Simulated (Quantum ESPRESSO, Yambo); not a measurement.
Levels of theory for the gap of NaBa₂ReO₆

NaBa$_{2}$ReO$_{6}$ (space group Fm-3m, No. 225): one geometry, one set of PBEsol (Quantum ESPRESSO, PseudoDojo norm-conserving, 88 Ry, without SOC) orbitals, self-energies from Yambo (2×2×2 Γ-centred k mesh, bands 6 to 229 and a 7 Ry block in the screening, 229 bands in G with the Bruneval-Gonze terminator, plasmon pole fitted at 27.2 eV).

The geometry is that of Materials Project entry mp-6798, symmetrised and not relaxed again.

| level | gap Γ → X (eV) | direct gap at X (eV) | rough Yambo cost |
|---|---|---|---|
| PBEsol (Quantum ESPRESSO) | 1.90 | 1.94 | – |
| exchange only (Hartree-Fock self-energy on PBEsol orbitals) | 11.70 | 11.72 | about 1/8 (6 states) |
| static COHSEX@PBEsol | 4.42 | 4.46 | within a factor of two (3 states) |
| G0W0@PBEsol, plasmon pole | 3.62 | 3.68 | 1 (6 states) |
| G0W0@PBEsol, multipole fit to 8 frequencies, no terminator | 3.57 | 3.62 | within a factor of two (3 states) |
| G0W0@PBEsol, plasmon pole, no terminator | 3.60 | 3.65 | about 1/5 (3 states, screening reused) |

Bare exchange has no screening and gives the widest gap; static COHSEX screens it but leaves out the frequency dependence, which G0W0 restores.

Costs are rough ratios of core time on shared machines.

Nearest settings tried, and what they do to the gap: 152 bands in W, 152 bands in G: +46 meV; 6 Ry block (283 vectors against 339): -7 meV. Not varied: mesh. So the settings aren't converged at that level. The k mesh is coarse.

Without spin-orbit coupling, band edges of such heavy elements can be off by tenths of an eV.
